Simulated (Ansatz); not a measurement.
An elastic tensor (GPa, Voigt order, standard axes) from plane-wave PAW LDA (Ansatz code):

```
      1     2     3     4     5     6
-  ----  ----  ----  ----  ----  ----
1  83.7  69.7  69.7   0.0   0.0   0.0
2  69.7  83.7  69.7   0.0   0.0   0.0
3  69.7  69.7  83.7   0.0   0.0   0.0
4   0.0   0.0   0.0  18.1   0.0   0.0
5   0.0   0.0   0.0   0.0  18.1   0.0
6   0.0   0.0   0.0   0.0   0.0  18.1
```

Question: Which compound is it?
(A) Re, fcc (Cu type)
(B) CuCl, zinc blende
(C) LiPb, CsCl type
(D) CoSi2, fluorite or antifluorite type

Answer: B, CuCl, zinc blende

Space group F-43m (zinc blende). The cell was relaxed with LDA under the symmetry of its start; phonons on a q-mesh show no instability. No spin polarisation was allowed.

Potentials: the later of the program's two PAW sets.
